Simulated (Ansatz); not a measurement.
AlB3P4, ordered on the zincblende lattice (Amm2) with 8 atoms a cell, relaxed with r2SCAN. Space group Amm2 (No. 38), orthorhombic; conventional cell a = 3.358 Å, b = 6.819 Å, c = 9.713 Å, 13.90 Å³ an atom. B has 4 P at 2.03–2.08 Å; B has 4 P at 1.96–2.13 Å; Al has 4 P at 2.21–2.24 Å; P has 4 B at 2.08–2.13 Å; P has 3 B at 2.02–2.03 Å and 1 Al at 2.24 Å; P has 2 B at 1.96 Å and 2 Al at 2.21 Å.

```cif
data_structure
_symmetry_space_group_name_H-M 'Amm2'
_symmetry_Int_Tables_number 38
_cell_length_a 3.3576
_cell_length_b 6.8189
_cell_length_c 9.7133
_cell_angle_alpha 90.000
_cell_angle_beta 90.000
_cell_angle_gamma 90.000
_cell_volume 222.39
loop_
_atom_site_label
_atom_site_type_symbol
_atom_site_symmetry_multiplicity
_atom_site_Wyckoff_symbol
_atom_site_fract_x
_atom_site_fract_y
_atom_site_fract_z
_atom_site_occupancy
B1 B 2 a 0.00000 0.50000 0.49723 1
B2 B 4 e 0.50000 0.74572 0.25085 1
Al1 Al 2 a 0.00000 0.50000 0.99834 1
P1 P 2 b 0.50000 0.50000 0.62349 1
P2 P 4 d 0.00000 0.23093 0.86613 1
P3 P 2 b 0.50000 0.50000 0.14700 1
```

3 runs of Ansatz on this cell differ in the functional (and in the settings that go with it). Levels are in eV from each run's valence top; v1 is the last filled band, c1 the first empty one.

Run A, mean stress -1.0 GPa (compression positive):
```tsv
point	v5	v3	v1	c1	c2	c3
Γ	-2.39	-0.52	0.00	2.05	2.30	3.46
Y	-3.92	-3.05	-0.91	2.50	2.67	4.33
C₀	-3.50	-2.68	-0.69	3.13	3.45	3.72
Z	-5.83	-5.13	-1.90	4.16	4.64	5.94
A₀	-4.67	-2.75	-2.33	2.10	2.62	2.95
T	-4.67	-2.31	-1.75	1.90	2.13	2.27
```

Run B, mean stress 0.0 GPa (compression positive):
```tsv
point	v5	v3	v1	c1	c2	c3
Γ	-2.33	-0.54	0.00	0.86	1.04	2.15
Y	-3.77	-2.93	-0.85	1.23	1.43	2.97
C₀	-3.36	-2.57	-0.65	1.84	2.16	2.42
Z	-5.56	-4.88	-1.84	2.80	3.38	4.62
A₀	-4.49	-2.63	-2.25	0.90	1.37	1.76
T	-4.49	-2.26	-1.70	0.74	0.90	1.03
```

Run C, mean stress -0.9 GPa (compression positive):
```tsv
point	v5	v3	v1	c1	c2	c3
Γ	-2.38	-0.53	0.00	1.35	1.59	2.76
Y	-3.89	-3.02	-0.89	1.80	1.98	3.61
C₀	-3.47	-2.65	-0.68	2.42	2.74	3.01
Z	-5.77	-5.06	-1.89	3.44	3.93	5.21
A₀	-4.64	-2.73	-2.32	1.40	1.91	2.25
T	-4.64	-2.30	-1.74	1.20	1.43	1.57
```

Task: Match the runs to r2SCAN, HSE06, PBE0.

Result: A is PBE0, B is r2SCAN, C is HSE06. In order of the gap: r2SCAN 0.68, HSE06 1.18, PBE0 1.87 eV. The stress vanishes for r2SCAN, which relaxed the cell.

The cell comes from a prototype generator: it can be a known phase or a hypothetical one. Spin polarisation is off.

The stress of a hybrid is loosely converged in these runs.

The meshes of the hybrids are coarse, so their gaps aren't converged to the digits shown.
